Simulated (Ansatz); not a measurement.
Below is a relaxed structure of PbSe2I2. The cell was found from a structure generator's guess, not taken from experiment.

These are results of Ansatz 0.2.0, DFT PBE, scalar-relativistic, plane waves, PAW, not measurements. Cutoff 420 eV, Γ-centred mesh, Gaussian smearing, no spin polarisation.

```
CELL_PARAMETERS angstrom
-3.20901 3.20901 4.21588
3.20901 -3.20901 4.21588
3.20901 3.20901 -4.21588
ATOMIC_POSITIONS crystal
Pb 0.00000 0.00000 0.00000
Se 0.63299 0.63299 0.00000
Se 0.36701 0.36701 0.00000
I 0.75000 0.25000 0.50000
I 0.25000 0.75000 0.50000
```

Energies over the elements count from the elements' standard structures at the same level, with no fitted energy shifts.

Task: Find its symmetry and describe it.

Result: I4/mmm (No. 139). Conventional cell: a = 6.418 Å, c = 8.432 Å. Pb has 2 Se at 3.09 Å and 8 I at 3.84 Å; Se has 1 Se at 2.24 Å, 1 Pb at 3.09 Å and 4 I at 3.36 Å; around I lie 4 Se at 3.36 Å and 4 Pb at 3.84 Å.

Task: What is its formation energy per atom?

Result: +0.12 eV/atom. A positive value: parting into the elements would lower its energy.

Task: Is it a metal?

Result: Yes, bands cross the Fermi level on the 8×8×8 mesh.

The last run used an 8×8×8 mesh for its 5-atom cell and Gaussian smearing of 0.10 eV. Weakly bound directions are ill-defined at this level, which has no dispersion term. These runs have no spin–orbit coupling, which can matter for I and Pb. The reference forms of I and Se are held partly by dispersion forces, which this level lacks. A structure relaxed within its symmetry needn't be a true minimum.
